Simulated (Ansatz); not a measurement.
Method: DFT PBE, scalar-relativistic, plane waves, PAW (Ansatz). All cells share a 420 eV cutoff and Γ-centred k meshes spaced at most about 0.3 Å⁻¹ (about 0.25 or finer for metals, 2π included). No spin polarisation in the final relaxations.

Temperature and zero-point effects are left out.

Two relaxed structures of AlIn2As2P:

A.

```
Al In P As
1.0
     4.55459    0.00000    0.00000
     0.00000    4.55459    0.00000
     0.00000    0.00000    9.13606
Al In P As
1 2 1 2
Cartesian
  0.0000 0.0000 7.1549
  2.2773 2.2773 1.7894
  0.0000 0.0000 1.0014
  0.0000 0.0000 4.7527
  2.2773 0.0000 3.7771
  0.0000 2.2773 3.7771
```

B.

```
Al In P As
1.0
     4.58426    0.00000    0.00000
     0.00000    4.58426    0.00000
     0.00000    0.00000    8.76899
Al In P As
1 2 1 2
Cartesian
  2.2921 2.2921 4.3845
  2.2921 2.2921 1.4638
  2.2921 2.2921 7.3052
  0.0000 0.0000 0.0000
  0.0000 2.2921 4.3845
  2.2921 0.0000 4.3845
```

Problem. Which would you expect to be lower, and how large is the difference?

Solution. A is lower, by 287 meV/atom. A has space group P4mm (No. 99), 31.6 Å³/atom and no gap on its mesh; B has space group P4/mmm (No. 123), 30.7 Å³/atom and no gap. The shortest distance is 2.40 Å (Al–P) in A and 2.29 Å (Al–As) in B. Even the lower one lies +0.47 eV/atom against the reference forms of the elements (uncorrected), so neither is stable at this level. In A, Al has 1 P at 2.40 Å and 1 In at 2.98 Å; In on its first site has 4 As at 3.02 Å and 4 In at 3.32 Å; around P lie 1 Al at 2.40 Å, 4 As at 2.48 Å and 1 In at 3.75 Å; around As lie 2 P at 2.48 Å, 2 In at 3.02 Å, 4 As at 3.22 Å and 2 In at 3.59 Å; 1 more site not described. In B, Al has 4 As at 2.29 Å and 2 In at 2.92 Å; In has 1 Al at 2.92 Å, 1 In at 2.93 Å, 4 P at 3.56 Å and 4 As at 3.71 Å; P is surrounded by 8 In at 3.56 Å (long contacts); around As lie 2 Al at 2.29 Å, 4 As at 3.24 Å and 4 In at 3.71 Å. Both come from invented guesses. A third cell relaxed alike, in P4/mmm, lies 212 meV/atom below the lower of the two.

Cells relaxed within their symmetry can be saddle points.
